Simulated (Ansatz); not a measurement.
Total density of states per atom from the program Ansatz at the r²SCAN level (PAW), in 0.25 eV bins, energy from the Fermi level:

```
E (eV) | states/eV/atom
    -7.85 |  0.00
    -7.60 |  0.00
    -7.35 |  0.00
    -7.10 |  0.00
    -6.85 |  0.00
    -6.60 |  0.00
    -6.35 |  0.00
    -6.10 |  0.00
    -5.85 |  0.00
    -5.60 |  0.00
    -5.35 |  0.00
    -5.10 |  0.00
    -4.85 | #### 0.37
    -4.60 | ###### 0.59
    -4.35 | ###### 0.59
    -4.10 | ######## 0.79
    -3.85 | ######## 0.75
    -3.60 | ########### 1.07
    -3.35 | ############ 1.21
    -3.10 | ######### 0.93
    -2.85 | ########## 0.98
    -2.60 | ######### 0.89
    -2.35 | ######## 0.79
    -2.10 | ########## 0.99
    -1.85 | ######## 0.77
    -1.60 | ############# 1.23
    -1.35 | ############### 1.50
    -1.10 | ############### 1.42
    -0.85 | ###### 0.62
    -0.60 | #### 0.39
    -0.35 | ####### 0.70
    -0.10 | ######### 0.84
     0.15 | ####### 0.69
     0.40 | ### 0.28
     0.65 | ###### 0.60
     0.90 | ######### 0.92
     1.15 | ########### 1.04
     1.40 | ##### 0.49
     1.65 | ############## 1.39
     1.90 | ######## 0.83
     2.15 | ######### 0.85
     2.40 | ############################## 2.94
```

**Question.** Which compound is it?
(A) LaGeRu, P4/nmm (La on 2c, Ge on 2c, Ru on 2a)
(B) ZrCuGe, Pnma (Zr on 4c, Cu on 4c, Ge on 4c)
(C) GeTePt, P2_13 (Ge on 4a, Te on 4a, Pt on 4a)
(D) LaGa2Ni, Cmmm (Pearson symbol oS16)

**Answer.** A, LaGeRu, P4/nmm (La on 2c, Ge on 2c, Ru on 2a). Within 0.5 eV of the Fermi level: La 5d 46 %, Ru 4d 26 %, Ge 4p 15 %. Projections are on Löwdin-orthogonalised atomic valence shells; empty p or d shells of many metals are not among them.

The first step of the workflow began from a Materials Project structure, measured or hypothetical; the Crystallography Open Database copy checked does not list it. Whether it is the stable phase at ambient conditions was not checked. The r²SCAN relaxation kept the symmetry of its start; whether a distortion lowers the energy is not shown. No spin polarisation was allowed. Spin–orbit coupling is left out wherever it is not named.

Potentials: the earlier of the program's two PAW sets.
